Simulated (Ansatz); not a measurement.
ZrO$_{2}$ (tetragonal-ZrO2 type, space group P4_2/nmc)

```cif
data_O4Zr2
_chemical_formula_sum 'Zr2 O4'
_space_group_name_H-M_alt 'P 1'
_space_group_IT_number 1
_cell_length_a 3.60134
_cell_length_b 3.60134
_cell_length_c 5.22804
_cell_angle_alpha 90.000
_cell_angle_beta 90.000
_cell_angle_gamma 90.000
loop_
_space_group_symop_operation_xyz
  'x, y, z'
loop_
_atom_site_label
_atom_site_type_symbol
_atom_site_fract_x
_atom_site_fract_y
_atom_site_fract_z
_atom_site_occupancy
Zr1 Zr 0.00000 0.00000 0.00000 1
Zr2 Zr 0.50000 0.50000 0.50000 1
O1 O 0.00000 0.50000 0.19679 1
O2 O 0.00000 0.50000 0.69679 1
O3 O 0.50000 0.00000 0.30321 1
O4 O 0.50000 0.00000 0.80321 1
```

The volume is varied about the relaxed value V₀ at fixed cell shape. The atoms relax within the cell's symmetry.

The numbers are results of r2SCAN (plane waves to 500 eV, PAW, scalar-relativistic; Ansatz, a first-principles code), not measurements. k mesh 10×10×7 (Γ-centred), Fermi-Dirac smearing 0.05 eV. The energy includes the smearing's −TS. This is a high-temperature form of ZrO2. ZrO2 is run without spin polarisation. ZrO2 was relaxed with its symmetry unable to fall. ΔE is measured from the relaxed starting cell.

Task: What ΔE (kJ/mol of atoms) does the calculation give at V/V₀ = 0.840, 0.968, 1.064, 1.096, 1.128?

Result: 
```
V/V₀   ΔE (kJ/mol of atoms)
-----  --------------------
0.840                 23.68
0.968                  0.72
1.064                  2.41
1.096                  5.12
1.128                  8.61
```

(Under strain, the slope of the energy per volume gives the stress and its curvature an elastic modulus.)
